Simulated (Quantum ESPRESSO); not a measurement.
# HfIn3O5N: input and log of a self-consistent run

Simulated, not a measurement. The program is pw.x of Quantum ESPRESSO 7.5 (plane-wave density functional theory). The cell is made up: 10 atoms on a corundum lattice, with randomly drawn elements, strain and displacements, not relaxed. PseudoDojo standard norm-conserving files (v0.5 for PBE, v0.4.1 for LDA and PBEsol) set the functional; there is no spin polarisation, spin-orbit coupling or dispersion term, and the masses in the input are unused placeholders. A spin-polarised start on this cell or one of its family kept no moment above 0.05 Bohr magneton at the same smearing; a narrower smearing was not tried.

The hafnium pseudopotential is less sure than the others, with forces about 3 percent (worst 6) and pressure in oxides about 1.5 GPa (worst 2.7) from a second method in checks, which no rerun with the same files tests.

Input:

```
&control calculation='scf', pseudo_dir='./dojo.nc.sr.pbe.v0_5.standard.upf', outdir='./o', disk_io='low', tprnfor=.true., tstress=.true. /
&system ibrav=0, nat=10, ntyp=4, nbnd=49, ecutwfc=84.00895049, nosym=.true., tot_charge=0,
 occupations='smearing', smearing='fd', degauss=0.0018374661
/
&electrons conv_thr=7.350e-09, electron_maxstep=60, /
ATOMIC_SPECIES
Hf 1.0 Hf.upf
In 1.0 In.upf
N 1.0 N.upf
O 1.0 O.upf
CELL_PARAMETERS angstrom
2.7509 1.6015 4.8786
-2.7461 1.5666 4.8873
-0.0279 -3.2233 4.9011
ATOMIC_POSITIONS angstrom
Hf -0.0358 -0.2149 5.2391
In -0.0414 -0.1209 2.2536
In -0.0798 0.0045 9.7028
In -0.0148 -0.0901 12.5234
O -1.0238 1.6139 8.6056
O -0.7472 -1.78 8.6104
O 1.9096 0.2271 8.5227
O 1.0681 -1.6013 6.1077
N 0.8592 1.8045 6.1585
O -1.8797 -0.1453 6.1525
K_POINTS automatic
5 5 5 1 1 1
```

The log is shortened where brackets say so; the opening notice, blank lines, dates and the lines on written files are dropped, and the path of the files is cut. It prints rydbergs, bohrs and kilobars, and counts compression as positive stress.

```
     Program PWSCF v.7.5
     Parallel version (MPI & OpenMP), running on       4 processor cores
     Number of MPI processes:                 4
     Threads/MPI process:                     1
     [start-up lines left out]
     bravais-lattice index     =            0
     lattice parameter (alat)  =      11.0080  a.u.
     unit-cell volume          =     871.8134 (a.u.)^3
     number of atoms/cell      =           10
     number of atomic types    =            4
     number of electrons       =        86.00
     number of Kohn-Sham states=           49
     kinetic-energy cutoff     =      84.0090  Ry
     charge density cutoff     =     336.0358  Ry
     scf convergence threshold =      7.3E-09
     mixing beta               =       0.7000
     number of iterations used =            8  plain     mixing
     Exchange-correlation= PBE
                           (   1   4   3   4   0   0   0)
     [axes and pseudopotential details left out]
   Cartesian axes
     site n.     atom                  positions (alat units)
         1        Hf     tau(   1) = (  -0.0061457  -0.0368914   0.8993850  )
         2        In     tau(   2) = (  -0.0071070  -0.0207546   0.3868706  )
         3        In     tau(   3) = (  -0.0136991   0.0007725   1.6656587  )
         4        In     tau(   4) = (  -0.0025407  -0.0154673   2.1498650  )
         5        O      tau(   5) = (  -0.1757535   0.2770547   1.4773047  )
         6        O      tau(   6) = (  -0.1282702  -0.3055687   1.4781287  )
         7        O      tau(   7) = (   0.3278169   0.0389858   1.4630735  )
         8        O      tau(   8) = (   0.1833584  -0.2748917   1.0484956  )
         9        N      tau(   9) = (   0.1474970   0.3097746   1.0572164  )
        10        O      tau(  10) = (  -0.3226840  -0.0249433   1.0561864  )
     number of k points=    63  Fermi-Dirac smearing, width (Ry)=  0.0018
                       cart. coord. in units 2pi/alat
        k(    1) = (   0.0001857   0.0004487   0.1191512), wk =   0.0320000
        k(    2) = (   0.0018468  -0.2416110   0.1976755), wk =   0.0320000
     [further k points left out]
     Dense  grid:    90695 G-vectors     FFT dimensions: (  72,  72,  72)
     Estimated max dynamical RAM per process >     291.82 MB
     Estimated total dynamical RAM >       1.08 GB
     Initial potential from superposition of free atoms
     starting charge      85.9864, renormalised to      86.0000
     Starting wfcs are   61 randomized atomic wfcs
     total cpu time spent up to now is        7.0 secs
     per-process dynamical memory:   228.7 Mb
     Self-consistent Calculation
     iteration #  1     ecut=    84.01 Ry     beta= 0.70
     Davidson diagonalization with overlap
     ethr =  1.00E-02,  avg # of iterations =  2.0
     total cpu time spent up to now is       19.2 secs
     total energy              =    -696.32207760 Ry
     estimated scf accuracy    <       3.26829022 Ry
     iteration #  2     ecut=    84.01 Ry     beta= 0.70
     Davidson diagonalization with overlap
     ethr =  3.80E-03,  avg # of iterations =  3.8
     total cpu time spent up to now is       35.1 secs
     total energy              =    -696.08673984 Ry
     estimated scf accuracy    <       8.45013375 Ry
     iteration #  3     ecut=    84.01 Ry     beta= 0.70
     Davidson diagonalization with overlap
     ethr =  3.80E-03,  avg # of iterations =  3.4
     total cpu time spent up to now is       49.0 secs
     total energy              =    -697.89741000 Ry
     estimated scf accuracy    <       0.57891804 Ry
     iteration #  4     ecut=    84.01 Ry     beta= 0.70
     Davidson diagonalization with overlap
     ethr =  6.73E-04,  avg # of iterations =  2.0
     total cpu time spent up to now is       61.3 secs
     total energy              =    -697.96509193 Ry
     estimated scf accuracy    <       0.09243678 Ry
     iteration #  5     ecut=    84.01 Ry     beta= 0.70
     Davidson diagonalization with overlap
     ethr =  1.07E-04,  avg # of iterations =  2.0
     total cpu time spent up to now is       73.8 secs
     total energy              =    -697.95516977 Ry
     estimated scf accuracy    <       0.03894834 Ry
     [iterations 6 to 10 left out]
     iteration # 11     ecut=    84.01 Ry     beta= 0.70
     Davidson diagonalization with overlap
     ethr =  7.81E-09,  avg # of iterations =  2.0
     total cpu time spent up to now is      157.0 secs
     total energy              =    -697.96525965 Ry
     estimated scf accuracy    <       0.00000266 Ry
     iteration # 12     ecut=    84.01 Ry     beta= 0.70
     Davidson diagonalization with overlap
     ethr =  3.09E-09,  avg # of iterations =  2.1
     total cpu time spent up to now is      169.3 secs
     total energy              =    -697.96526018 Ry
     estimated scf accuracy    <       0.00000005 Ry
     iteration # 13     ecut=    84.01 Ry     beta= 0.70
     Davidson diagonalization with overlap
     ethr =  5.39E-11,  avg # of iterations =  5.7
     total cpu time spent up to now is      186.9 secs
     total energy              =    -697.96526022 Ry
     estimated scf accuracy    <       0.00000002 Ry
     iteration # 14     ecut=    84.01 Ry     beta= 0.70
     Davidson diagonalization with overlap
     ethr =  2.70E-11,  avg # of iterations =  2.0
     total cpu time spent up to now is      199.3 secs
     total energy              =    -697.96526022 Ry
     estimated scf accuracy    <          8.1E-09 Ry
     iteration # 15     ecut=    84.01 Ry     beta= 0.70
     Davidson diagonalization with overlap
     ethr =  9.42E-12,  avg # of iterations =  2.3
     total cpu time spent up to now is      211.4 secs
     End of self-consistent calculation
     [lines on levels left out]
!    total energy              =    -697.96526022 Ry
     estimated scf accuracy    <          1.2E-10 Ry
     smearing contrib. (-TS)   =      -0.00000000 Ry
     internal energy E=F+TS    =    -697.96526022 Ry
     The total energy is F=E-TS. E is the sum of the following terms:
     one-electron contribution =    -154.45984673 Ry
     hartree contribution      =     143.95568207 Ry
     xc contribution           =    -197.40830704 Ry
     ewald contribution        =    -490.05278853 Ry
     convergence has been achieved in  15 iterations
     Forces acting on atoms (cartesian axes, Ry/au):
     atom    1 type  1   force =    -0.01012236    0.13301628    0.01027396
     atom    2 type  2   force =     0.00367792    0.09165750   -0.07777293
     atom    3 type  2   force =     0.06756051   -0.06573730   -0.13005370
     atom    4 type  2   force =     0.04011519   -0.01025808    0.07253330
     atom    5 type  4   force =    -0.05934586   -0.04008477    0.04238678
     atom    6 type  4   force =    -0.01563487   -0.01045038    0.02506632
     atom    7 type  4   force =     0.00746086   -0.04881756    0.07097745
     atom    8 type  4   force =    -0.06055195    0.01628033    0.03581165
     atom    9 type  3   force =    -0.02585520   -0.06606872   -0.03741855
     atom   10 type  4   force =     0.05269575    0.00046271   -0.01180428
     Total force =     0.308363     Total SCF correction =     0.000025
     Computing stress (Cartesian axis) and pressure
          total   stress  (Ry/bohr**3)                   (kbar)     P=       86.40
   0.00059731  -0.00007425  -0.00019808           87.87      -10.92      -29.14
  -0.00007425   0.00018288  -0.00016398          -10.92       26.90      -24.12
  -0.00019808  -0.00016398   0.00098175          -29.14      -24.12      144.42
     init_run     :      6.57s CPU      6.88s WALL (       1 calls)
     electrons    :    202.88s CPU    204.42s WALL (       1 calls)
     forces       :      1.65s CPU      1.67s WALL (       1 calls)
     stress       :      5.64s CPU      5.66s WALL (       1 calls)
     [timing details left out]
     PWSCF        :   3m36.88s CPU   3m38.83s WALL
     JOB DONE.
```

In other units: free energy -9496.301 eV for the cell, pressure 8.64 GPa, largest force component 3.420 eV/Å. A rerun of a related cell, with the same atoms placed differently, at a cutoff of 1437 eV and k mesh 7 x 7 x 7 moved values by no more than 0.003 eV in energy, 0.03 GPa in stress and 0.002 eV/Å in force.